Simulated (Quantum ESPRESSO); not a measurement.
Field gradients of TiO$_{2}$ from PBE PAW (JTH datasets; density from pw.x of a modified build of Quantum ESPRESSO, gradients reconstructed from it by a script). The input of pw.x:

```
&CONTROL
  calculation = 'scf'
  prefix = 'x'
  pseudo_dir = './pseudo'
  outdir = './out'
  tprnfor = .true.
/
&SYSTEM
  ibrav = 0
  nat = 6
  ntyp = 2
  ecutwfc = 45
  ecutrho = 180
  occupations = 'fixed'
  nbnd = 28
/
&ELECTRONS
  conv_thr = 1e-11
/
ATOMIC_SPECIES
Ti 47.867 Ti.GGA_PBE-JTH.UPF
O 15.999 O.GGA_PBE-JTH.UPF
CELL_PARAMETERS angstrom
    4.592200000000     0.000000000000     0.000000000000
    0.000000000000     4.592200000000     0.000000000000
    0.000000000000     0.000000000000     2.957400000000
ATOMIC_POSITIONS crystal
Ti     0.000000000000     0.000000000000     0.000000000000
Ti     0.500000000000     0.500000000000     0.500000000000
O      0.304157094800     0.304157094800     0.000000000000
O      0.195842905200     0.804157094800     0.500000000000
O      0.695842905200     0.695842905200     0.000000000000
O      0.804157094800     0.195842905200     0.500000000000
K_POINTS automatic
5 5 8 0 0 0
```
The cell was made here from an entry of the Crystallography Open Database (unchecked): atoms relaxed with PBE in the measured cell (PBE without dispersion, pw.x of Quantum ESPRESSO, symmetry kept).  Stability against distortions was not tested. The run has no spin polarisation.

Vzz is the sum of three terms, each taken along its main axis: the smooth valence density, the ions (nucleus and frozen core) with the augmentation charges of all other spheres, and the all-electron minus smooth density in the atom's own sphere. The split hangs on the datasets.  Cores are frozen. Against all-electron runs on small test molecules, this scheme's |Vzz| missed by −2 to +6 % on O. Ti had no test against all-electron runs. Where η passes 0.9 the sign of Vzz means little.

| site | smooth valence density | ions and other spheres | own sphere | Vzz (a.u.) |
|---|---|---|---|---|
| Ti (atoms 1, 2) | -0.155 | 0.153 | ? | ? |

**Question.** Some entries are withheld; supply them.

**Answer.** 
- Ti (atoms 1, 2), own sphere: -0.222
- Ti (atoms 1, 2), Vzz (a.u.): -0.224
